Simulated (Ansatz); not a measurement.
# GaSi: start and end of a relaxation

The guess for GaSi was made by a generator: ordered superstructure of fcc (P4/mmm, No. 123) (sublattice all; occupants of the shared sites, in ratio, Ga: 1, Si: 1). Its size is a rough estimate.

start.xyz

```xyz
2
Lattice="2.9832 0.0000 0.0000 0.0000 2.9832 0.0000 0.0000 0.0000 4.2188" Properties=species:S:1:pos:R:3 pbc="T T T"
Ga    0.0000    0.0000    0.0000
Si    1.4916    1.4916    2.1094
```

Level of theory: Ansatz 0.2.0, DFT PBE, scalar-relativistic, plane waves, PAW. Cutoff 420 eV, Gaussian smearing, Γ-centred meshes. Cell and atoms relax first on a coarse mesh and then on a finer one. In between, the cell is made exact in the group found at 0.06 Å. In metals the finer mesh still leaves noise of several meV/atom or more. The steps can't lower the symmetry of their start. No spin polarisation.

end.xyz

```xyz
2
Lattice="2.8642 0.0000 0.0000 0.0000 2.8642 0.0000 0.0000 0.0000 4.1081" Properties=species:S:1:pos:R:3 pbc="T T T"
Ga    0.0000    0.0000    0.0000
Si    1.4321    1.4321    2.0541
```

The symmetry stays P4/mmm (No. 123). The end has the CuAu (L1_0) type. The volume per atom shrinks by 10.2 %, from 18.8 to 16.9 Å³. The shortest distance goes from 2.98 Å (Ga–Si, Ga–Ga and Si–Si) to 2.86 Å (Ga–Ga and Si–Si).

```yaml
Volume_per_atom: 16.85 Å³
Density: 4.82 g/cm³
Energy_over_the_elements: +0.35 eV/atom
Gap_on_the_20×20×14_mesh_of_the_2-atom_cell: 0 eV (a metal)
```

Formation energies are uncorrected and refer to the elements' standard structures at the same level. A positive value: parting into the elements would lower its energy.

The last run used Gaussian smearing of 0.10 eV. The cell is a metal run without spin; a magnetic state may lie lower. Symmetry constrained the relaxation, so the result can be a saddle point. In all, the 3 runs took 99 s on 1 thread of Arm Neoverse V2 (shared host).
